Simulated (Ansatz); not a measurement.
InPd:
Space group Pm-3m (No. 221); a = 3.305 Å, b = 3.305 Å, c = 3.305 Å, α = 90.00°, β = 90.00°, γ = 90.00°

```json
[
 {"atom": "In", "site": "1a", "symmetry": "m-3m", "x": "0.0000", "y": "0.0000", "z": "0.0000"},
 {"atom": "Pd", "site": "1b", "symmetry": "m-3m", "x": "0.5000", "y": "0.5000", "z": "0.5000"}
]
```

This is the PBE-relaxed structure.

**Question.** All from PBE in the plane-wave PAW code Ansatz, unless another level is named. Estimate the formation energy from the elements (no fitted shifts).

**Answer.** -0.49 eV/atom.

**Question.** Predict the density of states at the Fermi level.

**Answer.** 0.42 states/eV per atom (mean over ±0.08 eV).

**Question.** And the gap with spin–orbit coupling?

**Answer.** none (metallic).

Symmetry was held in the PBE relaxation. The run is not spin-polarised. The references are the lowest solids computed at this level, not always the standard phases. Scalar-relativistic: spin–orbit coupling is off unless named, which matters more the heavier the elements.

Potentials: the later of the program's two PAW sets.
